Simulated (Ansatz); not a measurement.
# Surface calculation: fcc Ni (111), 6 layers

The slab is cut from the fcc crystal, the stable phase, as relaxed on PAW files (10.89 Å³/atom), with 16 Å of vacuum and a dipole correction:

```yaml
crystal:
  lattice:
    - [2.48804, 0.00000, 0.00000]
    - [-1.24402, 2.15470, 0.00000]
    - [0.00000, 0.00000, 26.15740]
  atoms:
    - { symbol: Ni, position: [0.16667, 0.33333, 0.30584] }
    - { symbol: Ni, position: [0.50000, 0.00000, 0.38350] }
    - { symbol: Ni, position: [0.83333, 0.66667, 0.46117] }
    - { symbol: Ni, position: [0.16667, 0.33333, 0.53883] }
    - { symbol: Ni, position: [0.50000, 0.00000, 0.61650] }
    - { symbol: Ni, position: [0.83333, 0.66667, 0.69416] }
```

Level of theory: DFT with PBE, scalar-relativistic, in Ansatz 0.2.0; a Γ-centred 19×19×1 k mesh, Fermi–Dirac smearing of 0.05 eV, spin-polarised from start moments Ni1 1, Ni2 1, Ni3 1, Ni4 1, Ni5 1, Ni6 1 μB. LAPW: all electrons, basis error target 1 meV/atom; PAW: frozen-core files, cutoff 420 eV.

The bulk energy comes from a cell in the slab's orientation on a 19×19×7 mesh. The surface energy is (E(slab) − N·E(bulk))/2A at zero smearing, the mean of both faces; thin slabs carry quantum-size effects.

Other magnetic orders may lie lower.

Problem. As cut, the LAPW slab lies 1.304 eV above 6 atoms of bulk. What surface energy is that?

Solution. Over two faces of 5.36 Å² it is 121.6 meV/Å², and times 16.02 J/m² per eV/Å² that gives γ = 1.949 J/m².

Problem. What do relaxation and the other method give, and what work function comes out?

Solution. 

| method | γ as cut (J/m²) | γ relaxed (J/m²) | Φ as cut (eV) | Φ relaxed (eV) |
| --- | --- | --- | --- | --- |
| LAPW | 1.949 | 1.942 | 5.06 | 5.05 |
| PAW | 1.948 | 1.941 | 5.06 | 5.05 |

Problem. How do the spacings between the planes relax?

Solution. From the bottom face up: d12 -1.4 % of 2.031 Å, d23 -0.1 % of 2.031 Å, d34 +0.1 % of 2.031 Å, d45 -0.1 % of 2.031 Å, d56 -1.4 % of 2.031 Å.

Problem. How do the moments vary through the slab?

Solution. Ni1 0.71, Ni2 0.71, Ni3 0.67, Ni4 0.67, Ni5 0.71, Ni6 0.71 μB in the LAPW spheres; the bulk has Ni 0.67 μB.

Problem. What changes if the vacuum is set to 7 Å?

Solution. LAPW then gives: no gap, work function 4.99 eV; PAW: no gap, work function 4.70 eV. The program warns that the vacuum is too thin.
